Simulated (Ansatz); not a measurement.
An Ansatz input:

```yaml
crystal:
  lattice:
    - [0.0, 2.3772071574, 2.3772071574]
    - [2.3772071574, 0.0, 2.3772071574]
    - [2.3772071574, 2.3772071574, 0.0]
  atoms:
    - { symbol: Fe, position: [0.125, 0.125, 0.125], spin: 2.5 }
    - { symbol: Fe, position: [0.875, 0.875, 0.875], spin: -2.5 }
hamiltonian:
  xc: lda
  pseudopotentials:
    kind: paw
    azcp:
      Fe: "pseudopotentials/Fe.paw.azcp"
basis:
  ecutwfc: 420
  fft_grid_basis: typed
kpoints:
  mp_grid: { grid: [19, 19, 19], shift: [0, 0, 0] }
magnetization:
  spin_polarized: true
scf:
  occupations: { method: fermi_dirac, width: 0.05 }
```

Terminal output

```
Warning: the record states the generating functional pbe (its physics header spells it `PBE`), which answers neither for hamiltonian.xc's functional nor for the lda family's — results may be inconsistent (PPs are generated against a specific XC)
Engine: ansatz 0.2.0, aarch64-unknown-linux-gnu
Pseudopotentials: kind: paw
Pseudopotential: Fe, paw, valence charge 16, recommended cutoff 420 eV (normal) 
Functional definition: SPW92
  exchange = slater_x
  correlation = pw_c
Crystal: 2 atoms, lattice volume = 26.868 Å³
Basis set: ecut = 420 eV, 531 PW (Γ)
Bands: 23, of which v1, the nominal top of the filled ones, is band 16 counted from 1 (15 counted from 0)
Symmetry: 24 space group operations
Space group: F-43m (ITA 216), of the structure as read, at distance tolerance 3.0e-5 Å
Magnetic group: BNS 227.130 (UNI 1632), of the structure as read, at distance tolerance 3.0e-5 Å
k-points: 220 of 6859 (time reversal used)
Non-local potential: Fe, projectors of the file, l = 0: 3, l = 1: 2, l = 2: 3, l = 3: 1
PAW form: soft (Blöchl's): semilocal exchange-correlation on the pseudo side does not see the compensation charge
PAW frozen core: Fe, regenerated for the run's functional, and the local potential with it (the file was generated under x = pbe(κ = 0.804, μ = 0.2195149727645171), c = pbe(β = 0.06672455060314922))
PAW one-centre angular grid: Fe, 590 points (default); XC on 64 Gauss nodes
Initial density: superposition of atomic densities (chi_scale 0.1, normalization cell)
Starting moments: Σ|m| = 5 μB on 2 of 2 sites
Starting magnetic order: antiferromagnet; an inversion exchanges its spin sublattices: spin-degenerate at every k-point
Initial wavefunctions: pseudopotential atomic-orbital guess
Functional: x = slater, c = lda
SCF iter   1: F=—  HF=-8837.004090 eV  |F-HF|=—  |Δ(HF+E_count)|=         —  Δρ=2.19e-1 (↑2.19e-1 ↓2.19e-1)  dr2=1.97e0  dr2_m=1.09e1  M=0.000 μB ∫|m|=0.818 μB  β_m=0.30  ethr=3.10e-3  ⟨swp⟩=5.5  Hψ=40241  notcnv=0  defer=2
Mixer restart at iter 1: flushing history
spin=Collinear: Kerker preconditioning applied to the charge; magnetization (m = ρ↑ − ρ↓) channel mixes plain (no charge-response kernel on spin).
SCF iter   2: F=—  HF=-8835.886702 eV  |F-HF|=—  |Δ(HF+E_count)|=    1.12e0  Δρ=1.50e-1 (↑1.50e-1 ↓1.50e-1)  dr2=3.17e-1  dr2_m=5.39e0  M=0.000 μB ∫|m|=0.807 μB  β_m=0.60  ethr=3.10e-3  ⟨swp⟩=3.0  Hψ=20356  notcnv=0  defer=490
SCF iter   3: F=—  HF=-8837.798075 eV  |F-HF|=—  |Δ(HF+E_count)|=    1.91e0  Δρ=5.59e-2 (↑5.59e-2 ↓5.59e-2)  dr2=2.39e-1  dr2_m=6.39e-1  M=0.000 μB ∫|m|=0.248 μB  β_m=0.62  ethr=9.89e-4  ⟨swp⟩=3.0  Hψ=21186  notcnv=0  defer=492
SCF iter   4: F=—  HF=-8837.617032 eV  |F-HF|=—  |Δ(HF+E_count)|=   1.81e-1  Δρ=1.18e-2 (↑1.18e-2 ↓1.18e-2)  dr2=1.49e-1  dr2_m=8.79e-3  M=0.000 μB ∫|m|=0.069 μB  β_m=0.78  ethr=7.46e-4  ⟨swp⟩=3.6  Hψ=23498  notcnv=0  defer=420
...
SCF 1 converged in 13 iterations: F = -8837.575454 eV  dr2 = 1.60e-9
WARN: the starting moments were not kept: the SCF closed with an absolute magnetisation of 6.3e-7 μB, where they sum to 5 μB in size (2 sites). That is at most 0.1 of that sum. Measured as dr2_m measures the in/out step, that magnetisation stands 3.5e-13 eV from none, at or under the dr2_threshold of 1.0e-7 eV: it is no larger than a step whose dr2_m would equal this threshold. The system may hold no moment; this SCF shows only that its start led to no more than that. To try another start: raise the starting moments (crystal.atoms[].spin, magnetization.per_species, magnetization.initial_magnetization, or on a non-collinear deck that types none of these the spinor_matrix: blocks that start its atoms; where the total moment is fixed, keep their sum and leave initial_magnetization as it is; typed ones take the place of any that the run laid by itself, positive ones on a crystal's lanthanoids without a Hubbard term where scf.initial_density.shell_occupations: [] is typed) or, if the notice of its spin-set hold's release reads "site moments contracting" or "site moments show no strong build", lengthen the hold (scf.mixing.spin_hold: { on: { confirm: 4 } }; for m-r²SCAN on two components see the key's manual first). Each may lead to a state that holds a moment. A second SCF, from the converged charge density, with the starting moments and any scf.initial_density.shell_occupations laid on it anew, would have followed, and was not run: the deck does not ask for one (magnetization.retry_lost_moments is false, the default). To let it run, set magnetization.retry_lost_moments: true and run the deck again, where that key's refused combinations let it; where memory then withholds it, that run's warning says so.
SCF converged after 13 iterations
Magnetization: 0.0000 μB (16.0000 up, 16.0000 down)
Absolute magnetization: 0.0000 μB (∫|ρ↑−ρ↓|, with the PAW one-centre terms)
Spin contamination: 0.0000 ħ² per cell (⟨S²⟩ above its minimum at these occupations)
Per-site moments (μB) at R_I (Å): [(-2.5796985655670164e-7, 0.8492227377012193), (3.185922678679534e-7, 0.8492227377012193)]
Free energy (F): -8837.575454 eV
Harris-Foulkes:  -8837.575454 eV  (|F-HF|=1.28e-9)
Internal energy: -8837.556959 eV  (E = F + TS)
E sigma→0 (E₀):  -8837.566207 eV
Entropy (-TS):   -0.018495 eV (-9.248 meV/atom)
Fermi energy:    14.567629 eV
--- Per-component energies (eV) ---
  E_band       = -549.158830
  E_kinetic    = 717.608691
  E_local      = -5143.966653  (includes V_loc(G=0)·N_el)
  E_nonlocal   = 442.200565
  E_hartree    = 2171.743010
  E_xc         = -235.544856
  E_vxc        = -304.859804  (∫ρ·V_xc dr)
  E_paw        = -2613.777671  (= ΣΔE_a)
  E_vpaw       = -603.626499  (= ΣTr[D̂ρ^β])
  E_aug_tail   = 0.001406  (compensation charges beyond the density's cutoff)
  E_ewald      = -4176.624523
  E_core_change = 0.803071  (= ΣΔE_core)
  E_smearing   = -0.018495  (= −TS)
  E_closure    = 0.000000  (closes the sum)
  Σ components = -8837.575454   (vs F -8837.575454, Δ=0.00e0)
--- Band table (eV; the first three rows and the last of 440) ---
  k-point 0 ↑: bands = ["-71.9105", "-71.3944", "-38.5197", "-38.5197", "-38.5197", "-37.7798", "-37.7798", "-37.7798", "7.5419", "11.5040", "11.5040", "11.9149", "11.9149", "11.9149", "14.1313", "14.1313", "14.1313", "15.9750", "15.9750", "29.5941", "29.5941", "29.5941", "29.8349"]
  k-point 1 ↑: bands = ["-71.9078", "-71.3969", "-38.5223", "-38.5223", "-38.5196", "-37.7805", "-37.7772", "-37.7772", "7.6028", "11.4668", "11.4668", "11.9179", "11.9693", "11.9693", "14.0958", "14.1255", "14.1255", "15.9747", "15.9747", "28.0681", "29.0316", "29.0316", "30.2161"]
  k-point 2 ↑: bands = ["-71.8997", "-71.4044", "-38.5298", "-38.5298", "-38.5194", "-37.7823", "-37.7698", "-37.7698", "7.7834", "11.3972", "11.3972", "11.9289", "12.0854", "12.0854", "13.9918", "14.1141", "14.1141", "15.9727", "15.9727", "26.3568", "28.4242", "28.4242", "29.8105"]
  k-point 219 ↓: bands = ["-71.6622", "-71.6334", "-38.7018", "-38.6902", "-38.1877", "-38.1254", "-37.6148", "-37.6051", "10.5723", "10.6384", "12.3211", "12.4449", "12.8965", "13.0827", "13.4179", "13.5356", "16.1804", "16.2030", "17.7232", "18.0954", "18.2735", "19.1090", "30.2031"]
```
